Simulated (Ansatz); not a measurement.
Ge:
```cif
data_Ge2
_chemical_formula_sum 'Ge2'
_space_group_name_H-M_alt 'Cmmm'
_space_group_IT_number 65
_space_group_name_Hall '-C 2 2'
_cell_length_a 2.99144
_cell_length_b 4.70930
_cell_length_c 2.65950
_cell_angle_alpha 90.000
_cell_angle_beta 90.000
_cell_angle_gamma 90.000
loop_
_atom_site_label
_atom_site_type_symbol
_atom_site_symmetry_multiplicity
_atom_site_Wyckoff_symbol
_atom_site_fract_x
_atom_site_fract_y
_atom_site_fract_z
_atom_site_occupancy
Ge1 Ge 2 c 0.00000 0.50000 0.50000 1
```
(The calculation used a cell of 1 atom; values per cell refer to that cell.)

Relaxed at zero pressure with plane-wave PAW r²SCAN (Ansatz code).

### Question
The volume is raised by 6 % and shape and atoms relax at that volume. What pressure results, and how do the axes share the change?

### Answer
-4.0 GPa; a 2.0 %, b 2.1 %, c 1.8 %; the energy rises by 15 meV/atom.

### Question
Give the new structure.

### Answer

Space group Cmmm (No. 65); a = 3.052 Å, b = 4.807 Å, c = 2.707 Å, α = β = γ = 90.00°

| atom | site | symmetry | x | y | z |
|---|---|---|---|---|---|
| Ge | 2c | mmm | 0.0000 | 0.5000 | 0.5000 |

The phase is kept; no other phase was compared at this pressure.

The first step of the workflow began from a Materials Project structure, measured or hypothetical; the Crystallography Open Database copy checked does not list it. It is not the phase usual at ambient conditions (space group No. 227). The cell was relaxed with r²SCAN under the symmetry of its start; whether a distortion lowers the energy is not shown.

Potentials: the later of the program's two PAW sets.
